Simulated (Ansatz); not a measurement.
SnTe:
```cif
data_SnTe
_chemical_formula_sum 'Sn1 Te1'
_space_group_name_H-M_alt 'P 1'
_space_group_IT_number 1
_cell_length_a 4.53216
_cell_length_b 4.53216
_cell_length_c 4.53216
_cell_angle_alpha 60.000
_cell_angle_beta 60.000
_cell_angle_gamma 60.000
loop_
_space_group_symop_operation_xyz
  'x, y, z'
loop_
_atom_site_label
_atom_site_type_symbol
_atom_site_fract_x
_atom_site_fract_y
_atom_site_fract_z
_atom_site_occupancy
Sn1 Sn 0.00000 0.00000 0.00000 1
Te1 Te 0.50000 0.50000 0.50000 1
```

Relaxed with PBE. PBE in the plane-wave PAW code Ansatz gives a gap of 0.05 eV.

Q: What gap does HSE06 give on the same cell (Ansatz, PAW)?

A: 0.30 eV, 0.25 eV more. The hybrid was solved on a coarser mesh and at special points; its gap is the smallest among all of these.

```json
[
 {"k": "Γ", "v1 PBE": "-2.00", "c1 PBE": "3.25", "v1 HSE06": "?", "c1 HSE06": "?"},
 {"k": "X", "v1 PBE": "-3.49", "c1 PBE": "2.39", "v1 HSE06": "?", "c1 HSE06": "?"},
 {"k": "L", "v1 PBE": "0.00", "c1 PBE": "0.05", "v1 HSE06": "0.00", "c1 HSE06": "0.30"},
 {"k": "W", "v1 PBE": "-0.81", "c1 PBE": "0.86", "v1 HSE06": "?", "c1 HSE06": "?"},
 {"k": "K", "v1 PBE": "-2.58", "c1 PBE": "2.92", "v1 HSE06": "?", "c1 HSE06": "?"}
]
```

Q: Top valence (v1) and lowest conduction level (c1) in eV from each method's valence maximum (which need not be a listed point): supply the withheld HSE06 values.

A: 
- X, v1 HSE06: -4.01
- X, c1 HSE06: 2.65
- Γ, v1 HSE06: -2.35
- Γ, c1 HSE06: 3.79
- W, v1 HSE06: -0.99
- W, c1 HSE06: 1.14
- K, v1 HSE06: -2.90
- K, c1 HSE06: 3.36

Cost on shared cores: the PBE run (SCF on a 8×8×8 mesh, then bands and DOS) around 21 core-seconds (rough), the HSE06 run (SCF on 6×6×6, then a few points) very roughly 4 core-minutes; the tasks are unlike.

Space group Fm-3m (rock salt). The cell was relaxed with PBE under the symmetry of its start. At this level the phase is dynamically unstable (imaginary phonons). Spin–orbit coupling is left out wherever it is not named.

Potentials: the later of the program's two PAW sets.
